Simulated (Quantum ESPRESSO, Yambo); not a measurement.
# RbLiZnS₂: DFT and GW levels

```cif
data_LiRbS2Zn
_chemical_formula_sum 'Li1 S2 Zn1 Rb1'
_space_group_name_H-M_alt 'P 1'
_space_group_IT_number 1
_cell_length_a 7.44615
_cell_length_b 7.44615
_cell_length_c 7.44615
_cell_angle_alpha 148.635
_cell_angle_beta 148.635
_cell_angle_gamma 44.949
loop_
_space_group_symop_operation_xyz
  'x, y, z'
loop_
_atom_site_label
_atom_site_type_symbol
_atom_site_fract_x
_atom_site_fract_y
_atom_site_fract_z
_atom_site_occupancy
Li1 Li 0.25000 0.75000 0.50000 1
S1 S 0.65286 0.65286 0.00000 1
S2 S 0.34714 0.34714 0.00000 1
Zn1 Zn 0.75000 0.25000 0.50000 1
Rb1 Rb 0.00000 0.00000 0.00000 1
```

The geometry is that of Materials Project entry mp-1219554, symmetrised and not relaxed again.

Starting point: norm-conserving PBEsol (Quantum ESPRESSO, 84 Ry, scalar-relativistic). G0W0 in Yambo: 4×4×4 Γ-centred k mesh, bands 6 to 122 and a 6 Ry block in the screening, 122 bands in G with the Bruneval-Gonze terminator, plasmon pole fitted at 27.2 eV.

The PBEsol gap along the band path comes out as 2.31 eV and the PBEsol gap between the mesh's edge points (Γ → Γ) is 2.31 eV. The G0W0 gap between the same points comes out as 3.96 eV.

```csv
k point,band,E PBEsol (eV),E QP (eV),shift (eV),Z
Γ,VB,0.00,-1.02,-1.02,0.79
Γ,CB,2.31,2.94,0.63,0.82
X,VB,-1.38,-2.54,-1.16,0.78
X,CB,3.77,4.33,0.57,0.83
N,VB,-0.36,-1.44,-1.08,0.79
N,CB,3.38,4.17,0.79,0.82
P,VB,-1.39,-2.56,-1.16,0.78
P,CB,4.24,4.80,0.56,0.83
Z,VB,-0.05,-1.07,-1.02,0.79
Z,CB,3.24,3.83,0.59,0.83
```

Energies count from the PBEsol valence-band maximum.

Convergence of the G0W0 settings was not tested.

The structure is a Materials Project entry; no match was found in the copy of COD used, and its stability was not checked.
